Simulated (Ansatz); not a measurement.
Os (hcp, Mg type)

```
Os
1.0
    2.75486     0.00000     0.00000
   -1.37743     2.38578     0.00000
    0.00000     0.00000     4.34443
Os
2
Direct
  0.33333   0.66667   0.75000
  0.66667   0.33333   0.25000
```

The slice is a (1 -1 0 0) plane (indices of the conventional cell) through the point (0.667, 0.333, 0.250) (fractional), spanned by u = [110] and v = [001] in vectors of this cell: u (2.75 Å) and v (4.34 Å, at 90° to u). It covers one period; positions are fractions (u, v).

Calculation: PBE (plane waves to 420 eV, PAW, scalar-relativistic; Ansatz, a quantum-chemistry and plane-wave program). k mesh 19×19×11. These are valence fields of a PAW run, semicore shells included where kept as valence: close to a nucleus they are smooth pseudo fields. Os is run without spin polarisation. Os was relaxed with its symmetry unable to fall. Spin-orbit coupling is left out, though Os is heavy. The PAW data are Ansatz's earlier set.

Three fields on this plane, each scaled to ten steps between its own extremes (0 low, 9 high; the total valence density on a logarithmic scale, the potential cut 8 eV below its top; x marks points blanked near nuclei; v = 0 in the bottom row):

Map A
```
|xxxxxx4994xxxxx|
|xxxxxx3883xxxxx|
|xxxxx248842xxxx|
|xxxx43588534xxx|
|xxx3467777643xx|
|013689644698631|
|347996200269974|
|889963100136998|
|8885323xx323588|
|77532xxxxxx2357|
|65323xxxxxx3235|
|55313xxxxxx3135|
|65323xxxxxx3235|
|77532xxxxxx2357|
|8885323xx323588|
|889963100136998|
|347996200269974|
|013689644698631|
|xxx3467777643xx|
|xxxx43588534xxx|
|xxxxx248842xxxx|
|xxxxxx3883xxxxx|
|xxxxxx4994xxxxx|
|xxxxxx4994xxxxx|
```

Map B
```
|xxxxxx6336xxxxx|
|xxxxxx5225xxxxx|
|xxxxx731137xxxx|
|xxxx94100149xxx|
|xxx8520000258xx|
|765432100123456|
|222222222222222|
|111234566543211|
|0013579xx975310|
|00147xxxxxx7410|
|00258xxxxxx8520|
|00259xxxxxx9520|
|00258xxxxxx8520|
|00147xxxxxx7410|
|0013579xx975310|
|111234566543211|
|222222222222222|
|765432100123456|
|xxx8520000258xx|
|xxxx94100149xxx|
|xxxxx731137xxxx|
|xxxxxx5225xxxxx|
|xxxxxx6336xxxxx|
|xxxxxx7337xxxxx|
```

Map C
```
|xxxxxx1551xxxxx|
|xxxxxx3663xxxxx|
|xxxxx058850xxxx|
|xxxx03799730xxx|
|xxx0368998630xx|
|002467788776420|
|667776555567776|
|998753100135789|
|9986300xx003689|
|99740xxxxxx0479|
|98630xxxxxx0368|
|98620xxxxxx0268|
|98630xxxxxx0368|
|99740xxxxxx0479|
|9986300xx003689|
|998753100135789|
|667776555567776|
|002467788776420|
|xxx0368998630xx|
|xxxx03799730xxx|
|xxxxx058850xxxx|
|xxxxxx3663xxxxx|
|xxxxxx1551xxxxx|
|xxxxxx0550xxxxx|
```

Q: Assign the maps to these fields: electron localisation function (ELF); valence electron density; electrostatic potential energy of an electron, from the cell's mean.

A: A is the electron localisation function (ELF); B is the valence electron density; C is the electrostatic potential energy of an electron, from the cell's mean.
